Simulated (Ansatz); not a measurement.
## Frozen-phonon scan for Zr (hcp, Mg type)

Relaxed Zr (hcp, Mg type):

```
Zr
1.0
    6.46252     0.00000     0.00000
   -1.61563     2.79835     0.00000
    0.00000     0.00000     5.17316
Zr
4
Direct
  0.16667   0.66667   0.75000
  0.66667   0.66667   0.75000
  0.33333   0.33333   0.25000
  0.83333   0.33333   0.25000
```

The atoms are displaced by Q × the pattern below (from a DFPT mode at M = (0.5, 0.0, 0.0), largest move 1; Q in Å), at fixed cell. (q is in reciprocal vectors of the primitive cell; the cell shown is doubled to hold the pattern.)

```json
[
 {"atom": "Zr1", "x": "0.000", "y": "0.000", "z": "1.000"},
 {"atom": "Zr2", "x": "0.000", "y": "0.000", "z": "-1.000"},
 {"atom": "Zr3", "x": "0.000", "y": "0.000", "z": "1.000"},
 {"atom": "Zr4", "x": "0.000", "y": "0.000", "z": "-1.000"}
]
```

All values below come from PBE (plane waves to 420 eV, PAW, scalar-relativistic; Ansatz, a first-principles code). k mesh 17×17×9 (Γ-centred), Fermi-Dirac smearing 0.05 eV. Energies are smeared free energies. With partly filled bands, energies and forces of such displacements shift with the k mesh and the smearing. Zr is run without spin polarisation. Zr was relaxed with its symmetry unable to fall. The zero of ΔE is the undisplaced structure.

| Q (Å) | ΔE (eV/cell) | −dE/dQ from forces (eV/Å) |
|---|---|---|
| -0.180 | 0.146 | 1.815 |
| -0.150 | 0.098 | 1.394 |
| -0.120 | 0.061 | 1.053 |
| -0.090 | 0.034 | 0.768 |
| -0.060 | 0.015 | 0.503 |
| -0.030 | 0.004 | 0.247 |
| 0.000 | 0.000 | 0.000 |
| 0.030 | 0.004 | -0.247 |
| 0.060 | 0.015 | -0.503 |
| 0.090 | 0.034 | -0.768 |
| 0.120 | 0.061 | -1.053 |
| 0.150 | 0.098 | -1.394 |
| 0.180 | 0.146 | -1.815 |

Key numbers:

| Item | Result |
|---|---|
| Energy at Q = 0.180 Å | 146 meV/cell |
| Space group of the distorted cell | Pnnm (No. 58), lowered from P6_3/mmc |
| Symmetry of the curve | even: the same for both signs |
| Shape of the curve | a single well with its minimum at or next to zero displacement |
| Harmonic wavenumber from the curvature (finite differences) | 78 cm⁻¹ |
| Wavenumber by perturbation theory (DFPT, on another k mesh) | 77 cm⁻¹ |

(For displaced atoms, the force is minus the slope of the energy, and its curvature is a force constant, which sets phonon frequencies.)
